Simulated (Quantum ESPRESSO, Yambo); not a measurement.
GaAs at -0.5 % isotropic strain: DFT and GW levels

```
GaAs
1.0
    0.00000     2.81608     2.81608
    2.81608     0.00000     2.81608
    2.81608     2.81608     0.00000
Ga As
1 1
Direct
  0.00000   0.00000   0.00000
  0.75000   0.75000   0.75000
```

The PBEsol cell relaxed from Materials Project entry mp-2534 was given an isotropic strain of -0.5 % on all lattice vectors, and the atoms were relaxed again.

Starting point: PBE (stringent potentials; Quantum ESPRESSO, PseudoDojo norm-conserving, 114 Ry, without SOC). G0W0 in Yambo: 4×4×4 Γ-centred k mesh, bands 9 to 217 and a 15 Ry block in the screening, 217 bands in G with the Bruneval-Gonze terminator, plasmon pole fitted at 27.2 eV.

The PBE gap along the band path comes out as 0.61 eV, the PBE gap between the mesh's edge points (Γ → Γ) is 0.61 eV and the G0W0 gap between the same points is 1.27 eV.

```tsv
k point	band	E PBE (eV)	E QP (eV)	shift (eV)	Z
Γ	VB	0.00	-0.59	-0.59	0.80
Γ	CB	0.61	0.67	0.07	0.80
L	VB	-1.16	-1.81	-0.66	0.79
L	CB	1.04	1.02	-0.02	0.80
W	VB	-3.39	-4.15	-0.76	0.78
W	CB	4.68	4.85	0.17	0.79
```

Energies count from the PBE valence-band maximum.

Convergence of the G0W0 settings was not tested.

Spin-orbit splittings are left out.
